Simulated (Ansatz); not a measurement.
TiSnSe in space group P4/nmm (No. 129; Ti on 2c, Sn on 2a, Se on 2c), plane-wave PAW PBE (Ansatz code), all energies at zero smearing, with the estimated change up to a 700 eV cutoff added, with one set of potentials and settings (totals compare only within such a set). Cell of 6 atoms (2 Ti, 2 Sn, 2 Se): -27989.057 eV.

| element | reference phase | E (eV/atom) |
|---|---|---|
| Ti | P6/mmm, 3 atoms in the cell | -2499.6763 |
| Sn | Fd-3m, 2 atoms in the cell | -6024.2887 |
| Se | P3_121, 3 atoms in the cell | -5469.0896 |

Formation energy per atom, worked out: (-27989.057 − 2×(-2499.6763) − 2×(-6024.2887) − 2×(-5469.0896))/6 = -0.491 eV/atom (-47 kJ per mol of atoms), at 0 K, without zero-point energy or fitted corrections.

The start of the workflow was typed in or built on a structure type; neither database checked (COD, Materials Project) lists it. Its standing as an ambient phase is unchecked. Symmetry was held in the PBE relaxation; its stability against distortions is not shown here. The workflow began spin-polarised and lost its moments. The references are the lowest solids computed at this level, not always the standard phases. Scalar-relativistic: spin–orbit coupling is off unless named, which matters more the heavier the elements.

Potentials: the earlier of the program's two PAW sets.
